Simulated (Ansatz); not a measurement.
Relax this structure to zero stress and force, keeping its symmetry:

```cif
data_structure
_symmetry_space_group_name_H-M 'Cccm'
_symmetry_Int_Tables_number 66
_cell_length_a 4.1648
_cell_length_b 4.1756
_cell_length_c 5.1511
_cell_angle_alpha 90.000
_cell_angle_beta 90.000
_cell_angle_gamma 90.000
_cell_volume 89.58
loop_
_atom_site_label
_atom_site_type_symbol
_atom_site_symmetry_multiplicity
_atom_site_Wyckoff_symbol
_atom_site_fract_x
_atom_site_fract_y
_atom_site_fract_z
_atom_site_occupancy
Cu1 Cu 4 f 0.75000 0.25000 0.00000 1
O1 O 4 b 0.00000 0.50000 0.25000 1
```

Method: DFT PBEsol, scalar-relativistic, plane waves, PAW in Ansatz 0.2.0.

Plane waves to 420 eV, a k mesh through Γ of 14×14×8 on the computed 4-atom cell and Gaussian smearing (0.10 eV); no spin polarisation.

Q: What does it relax to?

A: The volume decreases by 0.53 Å³/atom to 10.66 Å³/atom, and the energy falls by 12.4 meV/atom. Final structure:
```
Cu O
1.0
     2.04084   -2.04601    0.15997
     2.04084    2.04601    0.15997
    -0.39846    0.00000    5.07644
Cu O
2 2
Direct
  0.00000 0.50000 0.00000
  0.50000 0.00000 0.50000
  0.50003 0.49997 0.25000
  0.49997 0.50003 0.75000
```

Spin polarisation was left out, and a magnetic state may lie lower.

This form isn't the usual stable structure of the compound.

Cost: 1 run of about 3.4 core-minutes, on Arm Neoverse V1 (shared hosts).